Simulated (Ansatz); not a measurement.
**HfN under pressure**

Level of theory: DFT PBEsol, scalar-relativistic, plane waves, PAW (Ansatz). Plane waves to 420 eV; Γ-centred k mesh 16×16×16; Fermi-Dirac smearing of 0.15 eV. No spin polarisation. Phonons by linear response, acoustic sum rule imposed.

Equilibrium structure at this level:
```cif
data_structure
_symmetry_space_group_name_H-M 'Fm-3m'
_symmetry_Int_Tables_number 225
_cell_length_a 4.5023
_cell_length_b 4.5023
_cell_length_c 4.5023
_cell_angle_alpha 90.000
_cell_angle_beta 90.000
_cell_angle_gamma 90.000
_cell_volume 91.27
loop_
_atom_site_label
_atom_site_type_symbol
_atom_site_symmetry_multiplicity
_atom_site_Wyckoff_symbol
_atom_site_fract_x
_atom_site_fract_y
_atom_site_fract_z
_atom_site_occupancy
Hf1 Hf 4 a 0.00000 0.00000 0.00000 1
N1 N 4 b 0.50000 0.00000 0.00000 1
```

In a metal, frequencies and elastic constants depend on the k mesh and the smearing, soft modes and shear constants most. Spin–orbit coupling is left out, which matters for heavy elements.

Q: The cell is relaxed again at -3 and -1 and 1 and 2 and 4 and 6 and 7 and 9 and 12 and 16 and 18 and 20 and 25 and 30 and 35 and 40 and 50 GPa. How do volume, gap and optical modes at Γ (cm⁻¹, counted from the lowest optical one; a degenerate one stands once) change?

A:
```csv
,0 GPa,-3 GPa,-1 GPa,1 GPa,2 GPa,4 GPa,6 GPa,7 GPa,9 GPa,12 GPa,16 GPa,18 GPa,20 GPa,25 GPa,30 GPa,35 GPa,40 GPa,50 GPa
V/V0,1.000,1.011,1.004,0.997,0.993,0.986,0.980,0.977,0.971,0.962,0.951,0.945,0.940,0.928,0.916,0.905,0.895,0.875
gap (eV),0.00,0.00,0.00,0.00,0.00,0.00,0.00,0.00,0.00,0.00,0.00,0.00,0.00,0.00,0.00,0.00,0.00,0.00
mode 1,501,490,498,504,508,514,521,524,530,539,551,556,562,575,587,599,611,633
```

Cost: 18 runs of about 14 core-minutes in all, on AMD EPYC 9R45 (Zen 5), Intel Xeon Processor @ 2.50GHz (Skylake/Cascade Lake), Intel Xeon Platinum 8375C (Ice Lake) and other processors (shared hosts).